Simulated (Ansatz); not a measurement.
**How far is PAW off for Hf?**

```xyz
1
Lattice="-1.8050 1.8050 1.7689 1.8050 -1.8050 1.7689 1.8050 1.8050 -1.7689" Properties=species:S:1:pos:R:3 pbc="T T T"
Hf    0.0000    0.0000    0.0000
```

The geometry is COD entry 1522789, unchecked; take it as a test cell. The listed cell was then made from it by scaling, straining or moving an atom.

Spin–orbit coupling is left out, though it moves levels of the heavy atoms by tenths of an eV or more.

All numbers are computed: DFT, PBEsol, PAW with Ansatz's default frozen-core files, scalar-relativistic (Ansatz 0.2.0); DFT, PBEsol, all-electron LAPW, scalar-relativistic (Ansatz 0.2.0).

For PAW: a Γ-centred 16×16×16 k mesh, Fermi–Dirac smearing of 0.08 eV, cutoff 420 eV, no spin polarisation; the PAW files were made with PBE, and the program remakes their frozen cores for this functional. LAPW targets a basis error of 1 meV/atom. The Ansatz runs share mesh, smearing and spin set-up. Plane-wave (PAW) pressures include the program's estimate of the Pulay term.

Stress and pressure are positive in compression.

PAW results:

| quantity | PAW |
| --- | --- |
| pressure (GPa) | -7.32 |
| stress xx (GPa) | -7.01 |
| stress zz (GPa) | -7.94 |

Task: What does LAPW (all electrons) give for the same quantities?

Result: 
```csv
quantity,LAPW
pressure (GPa),-7.30
stress xx (GPa),-6.99
stress zz (GPa),-7.92
```
